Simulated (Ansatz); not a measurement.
GaN in space group I4mm (No. 107; Ga on 2a, N on 2a), LDA (plane waves, PAW; program Ansatz). The conduction-band minimum lies at X, with 2 equivalent valleys. Second derivatives d²E/dk² of the lowest band at one valley (eV·Å²), along Cartesian directions:

```json
[
 {"direction": "[100]", "d²E/dk²": "27.48"},
 {"direction": "[010]", "d²E/dk²": "27.48"},
 {"direction": "[001]", "d²E/dk²": "27.38"},
 {"direction": "[110]", "d²E/dk²": "23.40"},
 {"direction": "[101]", "d²E/dk²": "27.42"},
 {"direction": "[011]", "d²E/dk²": "27.42"}
]
```

**Question.** Find the principal effective masses, the density-of-states mass and the conductivity mass.

**Answer.** Off-diagonal terms follow from H_xy = H[110] − (H_xx + H_yy)/2, and m*/mₑ = 7.620 eV·Å² over each eigenvalue: 0.24, 0.28, 0.33. One valley's DOS mass (m₁m₂m₃)^(1/3) = 0.28, conductivity mass 3/(Σ 1/mᵢ) = 0.28 mₑ.

**Question.** What effective density of states Nc follows at 300 K for parabolic valleys?

**Answer.** Nc = 2.509e19 × 2 × (0.28)^(3/2) ≈ 7.4e18 cm⁻³.

**Question.** With the computed static dielectric constant 26.8 (mean of the diagonal), estimate a hydrogenic donor's binding energy and radius.

**Answer.** E = 13.606 eV × 0.28/26.8² ≈ 5.3 meV; a = 0.529 Å × ε/m* ≈ 51 Å. Semilocal masses tend to be too small when the gap is underestimated.

The first step of the workflow began from a Materials Project structure, measured or hypothetical; the Crystallography Open Database copy checked does not list it. It is not the phase usual at ambient conditions (space group No. 186, 216). Symmetry was held in the LDA relaxation. At this level the phase is dynamically unstable (imaginary phonons). Scalar-relativistic: spin–orbit coupling is off unless named, which matters more the heavier the elements.

Potentials: the later of the program's two PAW sets.
